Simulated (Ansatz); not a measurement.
**Data sheet: LiF (DFT)**

LiF (CsCl type, Pm-3m), a = b = c = 2.5249 Å, α = β = γ = 90.00°.

Space group Pm-3m (No. 221), CsCl type; conventional cell a = b = c = 2.5249 Å, α = β = γ = 90.00°.

Method: HSE06 (plane waves, PAW; program Ansatz). Geometry: relaxed at this level of theory. Other levels are named where they apply.

### Cell and energy

- Volume per atom: 8.05 Å³
- Density: 2.68 g/cm³

### Electronic structure

* **Band gap**: 10.07 eV (indirect)
* **Valence-band maximum**: at M
* **Conduction-band minimum**: at Γ
* **Smallest direct gap on the standard path**: 10.82 eV

### Mechanics

Bulk modulus (Birch–Murnaghan fit): 74.1 GPa
Pressure derivative B′: 4.3

### Charges

* **Bader charges**: Li +0.92, F -0.92 e

The first step of the workflow began from a Materials Project structure, measured or hypothetical; the Crystallography Open Database copy checked does not list it. It is not the phase usual at ambient conditions (space group No. 225). The cell was relaxed with HSE06 under the symmetry of its start; its stability against distortions is not shown here. The hybrid was solved on a coarse mesh, the path and, where they were found, the r²SCAN edge points; its band edges are the extreme levels among these.

Potentials: the later of the program's two PAW sets.
